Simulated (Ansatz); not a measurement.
Given:

Relaxed CdS (wurtzite):

```xyz
4
Lattice="4.1962 0.0000 0.0000 -2.0981 3.6340 0.0000 0.0000 0.0000 6.8295" Properties=species:S:1:pos:R:3 pbc="T T T"
Cd     0.0000     2.4227     6.8238
Cd     2.0981     1.2113     3.4091
S      0.0000     2.4227     2.5654
S      2.0981     1.2113     5.9802
```

The atoms are displaced by Q × the pattern below (from a DFPT mode at Γ, largest move 1; Q in Å), at fixed cell.

```json
[
 {"atom": "Cd1", "x": "0.000", "y": "0.000", "z": "-0.081"},
 {"atom": "Cd2", "x": "0.000", "y": "0.000", "z": "0.081"},
 {"atom": "S3", "x": "0.000", "y": "0.000", "z": "1.000"},
 {"atom": "S4", "x": "0.000", "y": "0.000", "z": "-1.000"}
]
```

Method: PBE (plane waves to 420 eV, PAW, scalar-relativistic; Ansatz, a program for electronic structure). k mesh 9×9×5 (Γ-centred), Fermi-Dirac smearing 0.05 eV. E stands for the smeared free energy. CdS was relaxed with its symmetry unable to fall. ΔE is measured from the undisplaced structure.

The scan covers Q from -0.180 to 0.180 Å in 13 points.

Which space group does the distorted structure have?

P3m1 (No. 156), lowered from P6_3mc.

Is the energy the same for equal positive and negative displacements?

Even: the same for both signs.

What is the energy change at Q = 0.180 Å?

315 meV/cell.

What harmonic wavenumber does the curvature at Q = 0 give?

280 cm⁻¹.

(A displaced cell: forces are minus the slopes of the energy, force constants its curvatures, and phonons follow from these.)
